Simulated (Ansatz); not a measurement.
MgF₂ (rutile, space group No. 136), LDA (plane waves, PAW; program Ansatz). The conduction-band minimum lies at Γ, with 1 equivalent valley. Second derivatives d²E/dk² of the lowest band at one valley (eV·Å²), along Cartesian directions:

```json
[
 {"direction": "[100]", "d²E/dk²": "14.25"},
 {"direction": "[010]", "d²E/dk²": "14.25"},
 {"direction": "[001]", "d²E/dk²": "14.94"},
 {"direction": "[110]", "d²E/dk²": "14.25"},
 {"direction": "[101]", "d²E/dk²": "14.59"},
 {"direction": "[011]", "d²E/dk²": "14.59"}
]
```

Problem. Find the principal effective masses, the density-of-states mass and the conductivity mass.

Solution. Off-diagonal terms follow from H_xy = H[110] − (H_xx + H_yy)/2, and m*/mₑ = 7.620 eV·Å² over each eigenvalue: 0.51, 0.53, 0.53. One valley's DOS mass (m₁m₂m₃)^(1/3) = 0.53, conductivity mass 3/(Σ 1/mᵢ) = 0.53 mₑ.

Problem. What effective density of states Nc follows at 300 K for parabolic valleys?

Solution. Nc = 2.509e19 × 1 × (0.53)^(3/2) ≈ 9.7e18 cm⁻³.

Space group P4_2/mnm (rutile). The cell was relaxed with LDA under the symmetry of its start.

Potentials: the earlier of the program's two PAW sets.

Edges and masses are those of Kohn–Sham bands, whose gap is no quasiparticle gap.
